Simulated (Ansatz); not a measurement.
The relaxed structure here is a generated cell of Sb: the first start was made by placing the elements on the sites of a structure type, and the end was not matched to a known phase here, so it may be hypothetical. Known forms of Sb include space group No. 166.

The end point of a relaxation of Sb. Space group Pm-3m (No. 221), AFLOW prototype A_cP1_221_a (A_h). These are PBEsol (plane waves to 420 eV, PAW, scalar-relativistic; Ansatz, an electronic-structure program) values and carry that method's errors.

```xyz
1
Lattice="3.0594 0.0000 0.0000 0.0000 3.0594 0.0000 0.0000 0.0000 3.0594" Properties=species:S:1:pos:R:3 pbc="T T T"
Sb     1.5297     1.5297     1.5297
```

For Sb, the volume per atom comes out as 28.63 Å³ and the band gap comes out as no gap (metallic). The shortest distances is Sb–Sb 3.06 Å. The k-mesh is 15×15×15.

Band energies at high-symmetry points (eV from the Fermi level; labels of this space group; no spin-orbit coupling), from −5 eV up to 4.5 eV:

| point | energies |
|---|---|
| Γ | 3.37 3.37 3.37 |
| X | – |
| M | -3.71 -3.71 1.99 |
| R | -4.33 -1.68 -1.68 -1.68 |

No spin polarisation in the result. The relaxed primitive cell holds an odd number of electrons. A magnetic state may lie lower.

The run could not lose the symmetry of its start, so the end can be a saddle point.

It was reached from a disturbed copy of a Im-3m (No. 229) cell (bcc (W type)), against which it lies -0.15 eV/atom.
